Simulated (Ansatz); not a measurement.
Ce (fcc, Cu type)

```
Ce
1.0
    0.00000     2.36603     2.36603
    2.36603     0.00000     2.36603
    2.36603     2.36603     0.00000
Ce
1
Cartesian
  0.00000   0.00000   0.00000
```

The slice is a {100} plane (indices of the conventional cell) through the point (0.000, 0.000, 0.000) (fractional), spanned by u = [100] and v = [0 1 -1] in vectors of this cell: u (3.35 Å) and v (3.35 Å, at 90° to u). It covers one period; positions are fractions (u, v).

The numbers are results of PBE (plane waves to 420 eV, PAW, scalar-relativistic; Ansatz, a first-principles code), not measurements. k mesh 17×17×17. Inside the PAW spheres the values are not all-electron values, and peaks at nuclei hang on which shells count as valence. Ce is run without spin polarisation. Ce was relaxed with its symmetry unable to fall. The relaxed volume of Ce is well below the measured one. The filling of the f shell was not checked against other fillings, so treat energies with care.

Question: Predict the map of the valence electron density on the slice.

Answer: 
```
|00069999988776666666778899999600|
|00089999988776666666778899999800|
|06899999988776666666778899999986|
|99999999888776666666778889999999|
|99999999887766666666677889999999|
|99999998877766666666677788999999|
|99999988877666666666667788899999|
|99998888777666666666667778888999|
|88888877776666666666666777788888|
|88888777766666666666666677778888|
|77777776666666666666666666777777|
|77777666666666666666666666667777|
|66666666666666666666666666666666|
|66666666666666666666666666666666|
|66666666666666666666666666666666|
|66666666666666666666666666666666|
|66666666666666666666666666666666|
|66666666666666666666666666666666|
|66666666666666666666666666666666|
|77777666666666666666666666667777|
|77777776666666666666666666777777|
|88888777766666666666666677778888|
|88888877776666666666666777788888|
|99998888777666666666667778888999|
|99999988877666666666667788899999|
|99999998877766666666677788999999|
|99999999887766666666677889999999|
|99999999888776666666778889999999|
|06899999988776666666778899999986|
|00089999988776666666778899999800|
|00069999988776666666778899999600|
|00009999988776666666778899999000|
```
Scale: ten equal steps from -3.00 (start of '0') to 0.40 (end of '9'), in the order '0123456789'. Values: log₁₀ of the valence density in e/Å³. The map has 32 points along u (one character each, u = 0 at the left) and 32 along v (v = 0 in the bottom row). The scale is logarithmic, as a density can span decades between atoms and voids; values under 0.001 e/Å³ are set to 0.001.
